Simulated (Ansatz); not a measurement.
# BIr, first-principles data

BIr:
```xyz
2
Lattice="3.0027 0.0000 0.0000 -1.5014 2.6004 0.0000 0.0000 0.0000 2.6804" Properties=species:S:1:pos:R:3 pbc="T T T"
B      0.0000     0.0000     1.3402
Ir     1.5014     0.8668     0.0000
```

Space group P-6m2 (No. 187); conventional cell a = 3.0027 Å, b = 3.0027 Å, c = 2.6804 Å, α = 90.00°, β = 90.00°, γ = 120.00°.

Method: the program Ansatz at the LDA level (PAW). Structure relaxed to zero pressure with the same functional. Other levels are named where they apply.

**Cell and energy**

```
Property                                                       Value
-----------------------------------------------------  -------------
Volume per atom                                             10.46 Å³
Density                                                  16.11 g/cm³
Formation energy from the elements (no fitted shifts)  -0.20 eV/atom
```

**Electronic structure**

```
Item                                                                         Value
------------------------------------  --------------------------------------------
Electronic character                                             metallic (no gap)
Density of states at the Fermi level  0.43 states/eV per atom (mean over ±0.08 eV)
```

**Mechanics**

```
Quantity                                                                              Result
-------------------------------------  -----------------------------------------------------
Bulk modulus (Birch–Murnaghan fit)                                                   335 GPa
Pressure derivative B′                                                                   4.5
Elastic constants (relaxed ions, GPa)  C11 = 348, C12 = 383, C13 = 212, C33 = 838, C44 = 136
Mechanical stability                                  unstable (C has a negative eigenvalue)
```

**Phonons**

```
Property                                       Result
-----------------------------  ----------------------
Highest zone-centre frequency                570 cm⁻¹
Zone-centre stability          no imaginary mode at Γ
```

The workflow started from a Materials Project entry (that database holds measured and hypothetical structures alike); the Crystallography Open Database copy checked does not list it. Whether it is the stable phase at ambient conditions was not checked. The cell was relaxed with LDA under the symmetry of its start. The run is not spin-polarised. As this level gives no gap, shear constants depend on the k-mesh and smearing (Fermi–Dirac, 0.1 eV here). As this level gives no gap, phonon frequencies hold no LO–TO term and depend on the k-mesh and smearing (Fermi–Dirac, 0.1 eV here). On the denser mesh and wider smearing of the elastic run this cell carries a stress of 0.7 GPa. The references are the lowest solids computed at this level, not always the standard phases. Scalar-relativistic: spin–orbit coupling is off unless named, which matters more the heavier the elements.

Potentials: the later of the program's two PAW sets.
